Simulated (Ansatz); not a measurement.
TiGe in space group P6/mmm (No. 191; Ti on 3f, Ge on 1a, Ge on 2d) at seven volumes, PBE (plane waves, PAW; program Ansatz), shape and atoms relaxed at each. One row is withheld.

```tsv
V (Å³/atom)	P (GPa)
17.336	11.69
17.908	7.17
18.480	3.30
19.051	0.00
19.623	?
20.194	-5.24
20.766	-7.29
```

Problem. Fit the shown pressures and predict the withheld one.

Solution. P = (3/2)B₀(x^(7/2) − x^(5/2))[1 + (3/4)(B′ − 4)(x − 1)] with x = (V₀/V)^(2/3). Least squares on the six rows gives V₀ = 19.052 Å³/atom, B₀ = 102 GPa, B′ = 4.22. At V = 19.623, x = 0.9805 and P = -2.83 GPa. The run itself gave -2.83 GPa.

A made-up cell: these elements were put on the sites of a structure type; neither database checked (COD, Materials Project) lists it. Whether it is the stable phase at ambient conditions was not checked. The cell was relaxed with PBE under the symmetry of its start; its stability against distortions is not shown here. No spin polarisation was allowed.

Potentials: the later of the program's two PAW sets.
